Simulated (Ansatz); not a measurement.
Ag$_{3}$Au (Cu3Au type, space group No. 221), a = 4.0582 Å, b = 4.0582 Å, c = 4.0582 Å, α = 90.00°, β = 90.00°, γ = 90.00°.

Relaxed with PBEsol.

Q: Which orbitals make up the states near the Fermi level in PBEsol in the plane-wave PAW code Ansatz?

A: Within 0.5 eV of the Fermi level: Ag 5s 36 %, Ag 4d 15 %, Au 6s 14 %, Au 5d 8 %, outside the projected shells 27 %. Projections are on Löwdin-orthogonalised atomic valence shells; empty p or d shells of many metals are not among them.

Q: Tabulate the density of states.

A: States/eV per cell of 4 atoms, in 0.25 eV bins, energy from the Fermi level.

```
E (eV)  total  Ag 4d  Au 5d  Ag 5s
------  -----  -----  -----  -----
-7.85    0.36   0.01   0.00   0.23
-7.60    0.45   0.02   0.01   0.28
-7.35    0.58   0.04   0.01   0.34
-7.10    0.80   0.10   0.03   0.40
-6.85    2.01   0.74   0.12   0.56
-6.60    3.74   1.88   0.57   0.61
-6.35    6.67   4.28   1.46   0.60
-6.10   11.55   7.59   2.44   1.26
-5.85    9.52   6.59   2.24   0.59
-5.60    7.17   5.14   1.63   0.30
-5.35    8.82   6.74   1.76   0.18
-5.10    9.13   7.02   1.74   0.24
-4.85   10.01   7.60   1.90   0.32
-4.60   16.19  12.66   2.84   0.44
-4.35    8.74   6.52   1.73   0.30
-4.10   10.10   7.70   1.85   0.30
-3.85   10.21   8.25   1.52   0.23
-3.60    8.59   6.45   1.81   0.15
-3.35    8.99   5.52   3.17   0.14
-3.10    9.79   6.65   2.90   0.12
-2.85   11.54   8.00   3.25   0.18
-2.60    8.19   4.54   3.40   0.16
-2.35    3.29   1.55   1.38   0.24
-2.10    1.32   0.55   0.38   0.25
-1.85    0.96   0.35   0.17   0.28
-1.60    0.93   0.30   0.14   0.31
-1.35    0.98   0.28   0.13   0.35
-1.10    0.92   0.23   0.11   0.37
-0.85    1.06   0.25   0.10   0.46
-0.60    1.17   0.24   0.09   0.47
-0.35    0.91   0.16   0.08   0.33
-0.10    0.97   0.15   0.08   0.34
0.15     1.05   0.15   0.07   0.36
0.40     1.05   0.13   0.08   0.39
0.65     1.06   0.12   0.06   0.37
0.90     1.03   0.11   0.06   0.37
1.15     1.04   0.10   0.05   0.37
1.40     1.07   0.09   0.04   0.35
1.65     1.05   0.08   0.04   0.32
1.90     0.99   0.07   0.03   0.30
2.15     0.94   0.06   0.03   0.28
2.40     0.94   0.05   0.03   0.26
2.65     0.94   0.05   0.02   0.24
2.90     0.91   0.05   0.02   0.23
3.15     0.93   0.05   0.02   0.24
3.40     0.97   0.05   0.02   0.26
3.65     0.98   0.04   0.02   0.27
3.90     1.00   0.04   0.02   0.29
4.15     1.04   0.04   0.02   0.37
4.40     1.23   0.05   0.03   0.52
4.65     1.18   0.04   0.03   0.46
```

Space group Pm-3m (Cu3Au type). The workflow started from a Materials Project entry (that database holds measured and hypothetical structures alike); the Crystallography Open Database copy checked does not list it. Whether it is the stable phase at ambient conditions was not checked. The PBEsol relaxation kept the symmetry of its start; its stability against distortions is not shown here. The run is not spin-polarised. Scalar-relativistic: spin–orbit coupling is off unless named, which matters more the heavier the elements.

Potentials: the later of the program's two PAW sets.
